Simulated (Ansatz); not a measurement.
A geometry of Bi$_{2}$Te$_{3}$ away from equilibrium: the start of the relaxation of a relaxed Bi2Te3 cell with every coordinate shifted by Gaussian noise of σ = 0.1 Å. Calculation: r2SCAN (plane waves to 500 eV, PAW, scalar-relativistic; Ansatz, a program for electronic structure). Γ-centred k-mesh 6×6×6 on the run's cell (coarser than for final values), Fermi–Dirac smearing 0.05 eV.

```xyz
5
Lattice="2.2100 1.2759 10.7716 -2.2100 1.2759 10.7716 0.0000 -2.5519 10.7716" Properties=species:S:1:pos:R:3 pbc="T T T"
Bi     0.0283     0.0229    13.0206
Bi    -0.0413    -0.0867    19.5528
Te     0.0111    -0.0380     0.0608
Te     0.1216     0.0434     7.0664
Te     0.0532    -0.0012    25.1318
```

Question: Which atoms carry the largest force, and which way does it point?

Answer: 2.25 eV/Å, on Bi1 (atoms numbered as listed); on Bi1 its components are (0.00, -0.20, -2.24).

Question: What is the pressure?

Answer: +2.5 GPa, compression positive.

No spin polarisation in the result.
